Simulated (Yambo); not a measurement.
Yambo run on RbAuS₂O₈ (space group P-1, No. 2). The wavefunctions come from this Quantum ESPRESSO step (LDA, PseudoDojo standard norm-conserving files, scalar-relativistic):

```
&CONTROL
  calculation = 'nscf'
  pseudo_dir = './pseudo'
  outdir = './out'
/
&SYSTEM
  ibrav = 0
  nat = 12
  ntyp = 4
  ecutwfc = 84.0
  ecutrho = 336.0
  occupations = 'fixed'
  force_symmorphic = .true.
  nbnd = 287
/
&ELECTRONS
  conv_thr = 1.2000000000000002e-08
  diago_full_acc = .true.
  diago_thr_init = 1e-08
/
ATOMIC_SPECIES
O 15.9990 O.upf
S 32.0600 S.upf
Rb 85.4678 Rb.upf
Au 196.9666 Au.upf
CELL_PARAMETERS angstrom
  4.356170000000   0.000000000000   0.000000000000
  1.397504000000   4.975647000000   0.000000000000
  0.266679000000   2.043792000000   8.799504000000
ATOMIC_POSITIONS crystal
O   0.476620000000   0.633340000000   0.242490000000
O   0.523380000000   0.366660000000   0.757510000000
O   0.679980000000   0.038140000000   0.142220000000
O   0.320020000000   0.961860000000   0.857780000000
O   0.779040000000   0.765120000000   0.410790000000
O   0.220960000000   0.234880000000   0.589210000000
O   0.748160000000   0.911260000000   0.689730000000
O   0.251840000000   0.088740000000   0.310270000000
S   0.449360000000   0.123470000000   0.731130000000
S   0.550640000000   0.876530000000   0.268870000000
Rb   0.000000000000   0.500000000000   0.000000000000
Au   0.000000000000   0.000000000000   0.500000000000
K_POINTS automatic
2 2 1 0 0 0
```

Yambo input:

```
rim_cut
gw0
dyson
el_el_corr
HF_and_locXC
ppa
em1d
RandQpts= 1000000
RandGvec= 1 Ry
EXXRLvcs= 84 Ry
VXCRLvcs= 336 Ry
Chimod= "HARTREE"
% BndsRnXp
 5 | 286 |
%
NGsBlkXp= 7 Ry
% LongDrXp
 1.0 | 1.0 | 1.0 |
%
PPAPntXp= 27.2114 eV
% GbndRnge
 1 | 286 |
%
GTermKind= "BG"
DysSolver= "n"
ExtendOut
% QPkrange
 1 | 1 | 44 | 45 |
 2 | 2 | 44 | 45 |
 3 | 3 | 44 | 45 |
 4 | 4 | 44 | 45 |
%
```

k points by index: 1 = Γ, 2 = (0, -0.5, 0), 3 = (-0.5, 0, 0), 4 = (-0.5, -0.5, 0).

Table of the .qp output:

```
#    K-point    Band    Eo [eV]    E [eV]    E-Eo [eV]    Vxc [eV]    Vnlxc [eV]    Sc|Eo [eV]    Sc|E [eV]    dSc/dw|Eo [eV]    Re(Z)    Im(Z)
#
    1    44    -0.540025    -1.426478    -0.886453    -20.33179    -25.81243    4.358031    4.594186    -7.248121    0.789660    -0.001315
    1    45    1.599263    2.889276    1.290013    -22.08263    -18.80330    -1.663367    -1.989327    -6.875453    0.798294    -0.001265
    2    44    -0.420488    -1.352874    -0.932386    -20.12073    -25.79663    4.489920    4.743515    -7.399908    0.786197    -0.001406
    2    45    1.628510    2.916482    1.287972    -22.17884    -18.93695    -1.627148    -1.953923    -6.903564    0.797636    -0.001255
    3    44    -0.089490    -0.985644    -0.896154    -20.72553    -26.43294    4.570784    4.811251    -7.300516    0.788461    -0.001360
    3    45    1.657719    2.994671    1.336952    -22.25139    -18.75859    -1.816137    -2.155845    -6.913849    0.797396    -0.001296
    4    44    0.000000    -0.911283    -0.911283    -20.71759    -26.42414    4.550566    4.795271    -7.305883    0.788339    -0.001343
    4    45    1.696204    3.037871    1.341668    -22.33563    -18.85398    -1.798093    -2.139990    -6.933942    0.796926    -0.001290
```
(The two width columns are left out.) Convergence of these settings isn't established.

Spin-orbit coupling is not included.

Geometry of the Materials Project entry, not relaxed at this level.
